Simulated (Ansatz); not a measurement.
Space group Pm-3m (No. 221). a = 4.151 Å, b = 4.151 Å, c = 4.151 Å, α = 90.00°, β = 90.00°, γ = 90.00°
| atom | site | symmetry | x | y | z |
| --- | --- | --- | --- | --- | --- |
| Rb | 1a | m-3m | 0.0000 | 0.0000 | 0.0000 |
| V | 1b | m-3m | 0.5000 | 0.5000 | 0.5000 |
| F | 3c | 4/mm.m | 0.5000 | 0.5000 | 0.0000 |

Equation of state of this RbVF3 structure (not necessarily the ground state), with shape and atoms relaxed at each volume where symmetry leaves them free. The calculation used Ansatz 0.2.0, DFT PBEsol, scalar-relativistic, plane waves, PAW.

Cutoff 420 eV; k points 8×8×8 on the computed 5-atom cell (Γ-centred); Gaussian smearing, width 0.02 eV; collinear spin.

```
V (Å³/atom) E − E(largest V) (meV/atom) P (GPa) gap on mesh (eV)
     12.589                        34.90    13.46              0.60
     13.019                         4.76     9.16              0.59
     13.448                       -14.83     5.56              0.59
     13.877                       -25.54     2.53              0.58
     14.306                       -28.81    -0.01              0.57
     14.735                       -25.82    -2.14              0.57
     15.165                       -17.65    -3.93              0.56
     15.737                         0.00    -5.88              0.56
```

Problem. Fit a third-order Birch–Murnaghan equation to E(V).

Solution. V0 = 14.30 Å³/atom, B0 = 77 GPa, B0' = 4.8.

The cell holds one magnetic atom, so it can only be ferromagnetic; an antiferromagnetic order may lie lower.

The gaps are read on the mesh, which can miss the band edges, so they can be too wide.

Symmetry holds off the tilts and polar distortions that many cubic perovskites undergo.

Cost: 8 runs of about 2.2 core-minutes in all, on Arm Neoverse V2 (shared hosts).